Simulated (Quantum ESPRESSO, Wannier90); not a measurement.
## Wannierisation of Ag (bcc (W type), model phase)

```
CELL_PARAMETERS angstrom
     -1.65566     1.65566     1.65566
      1.65566    -1.65566     1.65566
      1.65566     1.65566    -1.65566
ATOMIC_POSITIONS crystal
  Ag 0.00000 0.00000 0.00000
```

Structure: Materials Project mp-2646971, symmetrised, not relaxed again. This isn't the element's usual structure (fcc); take it as a model of another phase. Method: PBEsol plane waves in Quantum ESPRESSO 7.5 (PseudoDojo norm-conserving files, 66 Ry, no spin polarisation, no spin-orbit coupling), Bloch states on a 10×10×10 mesh through Γ, Wannier90 4.0.1. Density: 18×18×18 mesh, cold smearing 0.01 Ry.

Valence charges of the files: Ag 19. 21 bands were computed.

Isolated groups of bands, relative to the Fermi level (bands from 5 on overlap up to the last one computed):

```csv
bands,from (eV),to (eV),filling,weight on atomic waves
1,-91.74,-91.71,filled,Ag 4s 99 %
2–4,-55.30,-55.17,filled,Ag 4p 100 %
```

Wanted is a model with the orbitals Ag s p d, without the filled groups that are mainly made of other shells (semicore states, and anion s where it isn't named); all higher bands stay in for disentanglement.

**Question.** Give num_wann, exclude_bands and num_bands, and the number of electrons that the model holds.

**Answer.** Electrons: 1×19 = 19, or 9.5 bands' worth; no gap over 0.05 eV opens at the Fermi level at this level of theory.
num_wann = 1×9 = 9.
exclude_bands = 1-4, 4 bands, so num_bands = 21 − 4 = 17.
The model holds 19 − 2×4 = 11 electrons. With the window frozen to 1.50 eV it follows pw.x to 5.1 meV rms (states up to 1.0 eV relative to the Fermi level).
